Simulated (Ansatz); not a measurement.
Nb$_{2}$AlB$_{2}$ in space group Cmmm (No. 65; Al on 2a, Nb on 4j, B on 4i) at seven volumes, r²SCAN (plane waves, PAW; program Ansatz), shape and atoms relaxed at each. One row is withheld.

```tsv
V (Å³/atom)	P (GPa)
11.011	?
11.374	14.44
11.737	6.64
12.100	0.00
12.463	-5.63
12.826	-10.19
13.189	-13.72
```

Fit the shown pressures and predict the withheld one.

Third-order Birch–Murnaghan: P = (3/2)B₀(x^(7/2) − x^(5/2))[1 + (3/4)(B′ − 4)(x − 1)] with x = (V₀/V)^(2/3). Least squares on the six rows gives V₀ = 12.096 Å³/atom, B₀ = 200.5 GPa, B′ = 5.26. At V = 11.011, x = 1.0647 and P = 24.13 GPa. The run itself gave 23.60 GPa.

The start of the workflow was typed in or built on a structure type; neither database checked (COD, Materials Project) lists it. Its standing as an ambient phase is unchecked. Symmetry was held in the r²SCAN relaxation; whether a distortion lowers the energy is not shown. No spin polarisation was allowed.

Potentials: the later of the program's two PAW sets.
